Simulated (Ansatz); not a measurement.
The start is a relaxed Si2W cell shaken by Gaussian noise of σ = 0.08 Å a coordinate. Cell shape, volume and atoms are optimised at zero target pressure with r2SCAN (plane waves to 500 eV, PAW, scalar-relativistic; Ansatz, a program for electronic structure). The first steps use a coarse 5×5×5 k-mesh.

Input geometry:
```
Si2W
1.0
    0.00000     4.65535     4.65535
    4.65535     0.00000     4.65535
    4.65535     4.65535     0.00000
Si W
6 3
Direct
  0.52181   0.98814   0.00432
  0.03811   0.47778   0.50957
  0.50016   0.01364   0.49659
  0.01893   0.48911   0.99031
  0.51881   0.47461   0.00510
  0.00433   0.02847   0.47822
  0.76463   0.75929   0.75857
  0.22889   0.23936   0.27304
  0.00329   0.00723   0.97431
```

| Quantity | Result |
|---|---|
| Volume change | -30.8 %, from 22.42 to 15.51 Å³/atom |
| Band gap at the end | no gap (metallic) |
| Optimiser moves | 74 |

Final values are on a 10×10×8 k-mesh of the relaxed cell. The start holds a very short contact (Si–W 2.03 Å). No spin polarisation in the result.

The relaxed structure here is a generated cell of Si2W: the first start was made by a random draw of sites in a space group, and the end was not matched to a known phase here, so it may be hypothetical. Known forms of Si2W include space group No. 139.
